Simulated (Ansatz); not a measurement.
A generator proposed this cell of Al3BAs2.

```xyz
6
Lattice="4.3763 0.0000 0.0000 -2.1881 3.7900 0.0000 0.0000 0.0000 7.0220" Properties=species:S:1:pos:R:3 pbc="T T T"
Al    0.0000    2.5266    4.5362
Al    2.1881    1.2633    2.4858
Al    0.0000    0.0000    3.5110
B     0.0000    0.0000    0.0000
As    0.0000    2.5266    1.7959
As    2.1881    1.2633    5.2262
```

Computed with DFT PBE, scalar-relativistic, plane waves, PAW in Ansatz 0.2.0. Settings: cutoff 420 eV, Γ-centred mesh 6×6×4 on the computed 6-atom cell, Gaussian smearing of 0.10 eV; no spin polarisation.

Formation energies are uncorrected and refer to the elements' standard structures at the same level.

Question: How far from equilibrium is it?

Answer: The pressure is 0.5 GPa (the mean over three directions, positive in compression), the largest force is 0.48 eV/Å, and the energy is +0.81 eV/atom against the elements. The shortest distance is 2.62 Å.

Question: How much does it gain on relaxing, and where does it end?

Answer: Relaxing gains about 0.75 eV/atom (the start's value is from the coarse mesh, so the gain is rough) in 45 ionic steps and ends at +0.06 eV/atom on the finer mesh. The symmetry stays P-3m1 (No. 164). The volume per atom shrinks by 17.7 %, from 19.4 to 16.0 Å³. The shortest distance goes from 2.62 Å (Al–As) to 2.25 Å (Al–B). The ratio c/a of the conventional cell changes by a factor of 1.59. Conventional cell: a = 3.516 Å, c = 8.952 Å. Around Al on a site of symmetry 3m lie 3 B at 2.25 Å, 3 As at 2.77 Å and 3 Al at 2.81 Å; B has 6 Al at 2.25 Å; around As lie 3 Al at 2.60 Å and 3 Al at 2.77 Å; 1 more site not described.

The last run used a 12×12×8 mesh (in the run's order of axes) for its 6-atom cell and Gaussian smearing of 0.10 eV. The reference form of As is held partly by dispersion forces, which this level lacks. The relaxation can't lower the symmetry of the start. Symmetry constrained the relaxation, so the result can be a saddle point.
